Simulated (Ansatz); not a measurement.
SnTe:
```xyz
2
Lattice="0.0000 3.2047 3.2047 3.2047 0.0000 3.2047 3.2047 3.2047 0.0000" Properties=species:S:1:pos:R:3 pbc="T T T"
Te     0.0000     0.0000     0.0000
Sn     3.2047     3.2047     3.2047
```

Relaxed with PBE. Special points in fractions of this cell's reciprocal vectors: Γ (0.000, 0.000, 0.000); X (0.500, 0.000, 0.500); U (0.625, 0.250, 0.625); K (0.375, 0.375, 0.750); L (0.500, 0.500, 0.500); W (0.500, 0.250, 0.750).

Question: List the band energies nearest the valence-band maximum at these points for PBE (plane waves, PAW; program Ansatz).

Answer: In eV from the valence-band maximum; about four levels below and three above (degenerate sets whole), none deeper than 8.9 eV; points with the same levels are listed once.

```json
[
 {"k": "Γ", "below": "-4.87 -2.00 -2.00 -2.00", "above": "3.25 3.25 3.25"},
 {"k": "X", "below": "-6.43 -5.22 -3.49 -3.49", "above": "2.39 4.68 4.68"},
 {"k": "U", "below": "-7.24 -4.84 -3.03 -2.58", "above": "2.92 3.00 4.23"},
 {"k": "L", "below": "-8.07 -1.68 -1.68 0.00", "above": "0.05 0.45 0.45"},
 {"k": "W", "below": "-7.21 -4.51 -4.51 -0.81", "above": "0.86 4.60 4.60"}
]
```

Space group Fm-3m (rock salt). The cell was relaxed with PBE under the symmetry of its start. Spin–orbit coupling is left out wherever it is not named.

Potentials: the later of the program's two PAW sets.
